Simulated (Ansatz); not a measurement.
## Ca2SeO (ordering on rocksalt) under strain

An ordered 4-atom cell of Ca2SeO on the rocksalt lattice (P4/mmm), relaxed with r2SCAN in the PAW code Ansatz. The symmetry is P4/mmm (No. 123, tetragonal); a = 3.883 Å, c = 5.494 Å in the conventional setting, 20.71 Å³ an atom. Around O lie 6 Ca at 2.75 Å; around Ca lie 4 Se at 2.75 Å and 2 O at 2.75 Å; around Se lie 6 Ca at 2.75 Å; around Ca lie 4 O at 2.75 Å and 2 Se at 2.75 Å.

The axes x, y and z are those of this cell:
```yaml
crystal:
  lattice:
    - [3.88286, 0.00000, 0.00000]
    - [0.00000, 3.88286, 0.00000]
    - [0.00000, 0.00000, 5.49445]
  atoms:
    - { symbol: O, position: [0.00000, 0.00000, 0.00000] }
    - { symbol: Ca, position: [0.00000, 0.00000, 0.50000] }
    - { symbol: Se, position: [0.50000, 0.50000, 0.50000] }
    - { symbol: Ca, position: [0.50000, 0.50000, 0.00000] }
```

Unstrained: With PBE the gap is 2.060 eV and direct, at Γ. r2SCAN gives a direct gap of 2.515 eV at Γ. HSE06 gives a direct gap of 3.234 eV at Γ. Meshes: PBE 6×6×6, r2SCAN 6×6×6, HSE06 4×4×4. Strains are changes of length per length. After each strain the atoms were relaxed again with r2SCAN within the symmetry that the strain leaves, so tilts or polar shifts that break it weren't tested; points keep the names that they have in the unstrained zone. No spin polarisation and no zero-point or thermal motion; the cell was built from a prototype and may be hypothetical.

Changes of the least gap in eV (an overlap counts as a negative gap):
```csv
strain,volume change (%),space group,PBE,r2SCAN,HSE06,"energy rise, r2SCAN (meV/atom)"
uniaxial -1.65 % along x,-1.6,Pmmm,-0.064,-0.062,-0.081,2.3
"biaxial -1.14 % in x and y, z held",-2.3,P4/mmm,-0.038,-0.035,-0.052,2.9
```

Uniaxial -1.65 % along x, other directions held. HSE06: the gap goes from 3.234 to 3.153 eV (-0.081 eV); with r2SCAN the top three valence levels at Γ, degenerate before, become 1+1+1 from the top over 71 meV. Stress change with r2SCAN, compression positive: xx +2.26, yy +0.73, zz +0.45 GPa.

Biaxial -1.14 % in x and y, z held. HSE06: the gap goes from 3.234 to 3.182 eV (-0.052 eV); with r2SCAN the top three valence levels at Γ, degenerate before, become 2+1 from the top over 14 meV. Stress change with r2SCAN, compression positive: xx +2.10, yy +2.10, zz +0.64 GPa.

The runs are scalar-relativistic, without spin-orbit coupling.

The meshes of the hybrids are coarse, so their gaps aren't converged to the digits shown.

The splittings at Γ are without spin-orbit coupling, which regroups them where it is of like size or larger.
